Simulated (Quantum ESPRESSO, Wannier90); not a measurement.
## LiNbO3 (R-3): Wannier90 run

```xyz
10
Lattice="-2.6424 4.5768 0.0000 -5.2849 0.0000 0.0000 -2.6424 1.5256 4.8460" Properties=species:S:1:pos:R:3 pbc="T T T"
Li     2.6424    -1.5256     0.4195
Li    -2.6424     1.5256    -0.4195
Nb     0.0000     0.0000     2.0992
Nb     0.0000     0.0000    -2.0992
O      1.7280    -0.1984    -1.2967
O     -1.7280     0.1984     1.2967
O     -1.0358    -1.3972    -1.2967
O      1.0358     1.3972     1.2967
O     -0.6921     1.5957    -1.2967
O      0.6921    -1.5957     1.2967
```

Cell from Materials Project (mp-1078377), symmetrised, no further relaxation. COD (Crystallography Open Database) has the formula in 3 space groups, this one among them (matched by group alone). Computed values, not measurements, from PBEsol: Quantum ESPRESSO (norm-conserving PseudoDojo potentials, cutoff 68 Ry, no spin polarisation, no spin-orbit coupling) on a Γ-centred 4×4×4 mesh, then Wannier90. Density: 8×8×8 mesh, cold smearing 0.01 Ry.

A tight-binding model is made by disentanglement and projection with no localisation steps (num_iter = 0), so the 28 orbitals stay atom-like: hydrogen-like Nb: d; O: p, axes along x, y, z; frozen window up to 5.29 eV relative to the valence-band maximum. It follows pw.x to 0.3 meV rms for states up to 4.8 eV relative to the valence-band maximum. Matrix elements depend on this choice of orbitals and windows.

**Question.** Which pairs of orbitals on different sites are coupled most strongly? Give distance, modulus and how many such pairs a cell has.

**Answer.** 
```tsv
orbital	orbital	distance of the centres (Å)	modulus (eV)	pairs
Nb dxz	O px	1.95	2.37	2
Nb dyz	O py	1.93	1.92	2
Nb dx2-y2	O px	1.98	1.67	2
Nb dxy	O py	1.93	1.66	2
Nb dxy	O py	1.99	1.62	2
Nb dx2-y2	O px	1.87	1.60	2
Nb dxz	O px	2.15	1.59	2
Nb dx2-y2	O px	1.94	1.57	2
Nb dxy	O py	1.88	1.55	2
Nb dyz	O px	1.92	1.53	2
Nb dxz	O py	1.95	1.47	2
Nb dx2-y2	O pz	1.98	1.39	2
Nb dxy	O pz	1.98	1.36	2
Nb dz2	O pz	1.90	1.34	6
Nb dyz	O py	1.95	1.29	2
Nb dyz	O py	2.14	1.22	2
Nb dxz	O pz	2.18	1.21	2
Nb dxz	O py	1.93	1.17	2
Nb dx2-y2	O pz	2.15	1.16	2
Nb dyz	O px	2.14	1.15	2
Nb dyz	O px	1.94	1.10	2
Nb dyz	O pz	2.18	1.09	2
Nb dxz	O py	2.17	1.05	2
Nb dxy	O pz	1.94	1.05	2
Nb dxy	O pz	2.18	1.04	2
Nb dyz	O pz	2.18	1.00	2
Nb dxy	O pz	2.16	0.96	2
Nb dx2-y2	O pz	1.95	0.96	2
Nb dxz	O py	2.14	0.92	2
Nb dz2	O px	2.22	0.87	2
```
